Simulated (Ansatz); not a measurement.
# Data sheet: B2O3 (DFT)

B$_{2}$O$_{3}$:
```
B2O3
1.0
    3.91322    -2.31195     0.00000
    3.91322     2.31195     0.00000
    0.00000     0.00000     4.13440
B O
4 6
Direct
  0.00631   0.32394   0.56769
  0.99369   0.67606   0.06769
  0.67606   0.99369   0.56769
  0.32394   0.00631   0.06769
  0.75515   0.24485   0.49997
  0.24485   0.75515   0.99997
  0.92091   0.66030   0.41862
  0.07909   0.33970   0.91862
  0.33970   0.07909   0.41862
  0.66030   0.92091   0.91862
```

Space group Cmc2_1 (No. 36); conventional cell a = 7.826 Å, b = 4.624 Å, c = 4.134 Å, α = 90.00°, β = 90.00°, γ = 90.00°.

Method: plane-wave PAW PBEsol (Ansatz code). Structure relaxed to zero pressure with the same functional. Other levels are named where they apply.

Cell and energy:

```yaml
volume_per_atom: 7.48 Å³
density: 3.09 g/cm³
Formation energy from the elements (no fitted shifts): -2.42 eV/atom
```

Electronic structure:

```yaml
band_gap: 8.41 eV (indirect)
valence_band_maximum: off the standard path, at k = (-0.109, 0.109, 0.370) in fractions of the reciprocal vectors
conduction_band_minimum: at Γ
smallest_direct_gap_on_the_standard_path: 8.72 eV
electron_effective_mass: 0.48, 0.60, 0.94 mₑ (principal values)
HSE06 gap on the PBEsol cell: 10.59 eV
```

Mechanics:

```yaml
Bulk modulus (Birch–Murnaghan fit): 163 GPa
Pressure derivative B′: 1.7
Elastic constants (relaxed ions, GPa): C11 = 466, C22 = 309, C33 = 486, C12 = 38.2, C13 = 43.8, C23 = 36.6, C44 = 178, C55 = 126, C66 = 139
mechanical_stability: stable (all eigenvalues of C positive)
hill_bulk_and_shear_moduli: 163 and 161 GPa
Young's modulus: 364 GPa
Poisson's ratio: 0.13
debye_temperature_from_the_elastic_constants: 1200 K
Piezoelectric stress constants (proper, relaxed ions, C/m²): e15 = -0.14, e24 = 0.69, e31 = 0.03, e32 = 0.50, e33 = -0.65
```

Dielectric response:

```yaml
Electronic dielectric constant ε∞ (DFPT): 3.12 (xx), 2.97 (yy), 3.02 (zz)
Static dielectric constant ε0 (ions relaxed, cell fixed): 6.32 (xx), 6.24 (yy), 6.26 (zz)
Born charges (a third of the trace): B +2.59, O -1.73 to -1.72 e
Largest static χ(2) component: 2.3 pm/V
```

Phonons:

```yaml
Highest zone-centre frequency (without LO–TO term): 1242 cm^-1
zone_centre_stability: no imaginary mode at Γ
dynamical_stability_on_the_path: stable (no imaginary branch)
zero_point_energy: 132.5 meV/atom
Vibrational entropy at 300 K: 7.1 J/(K·mol of atoms)
```

The first step of the workflow began from a Materials Project structure, measured or hypothetical; the Crystallography Open Database copy checked does not list it. COD files the formula under space group No. 144, 152. Its standing as an ambient phase is unchecked. The PBEsol relaxation kept the symmetry of its start. Signs of piezoelectric constants follow the polarity of the cell as given. The references are the lowest solids computed at this level, not always the standard phases (solids in place of the gases).

Potentials: the later of the program's two PAW sets.
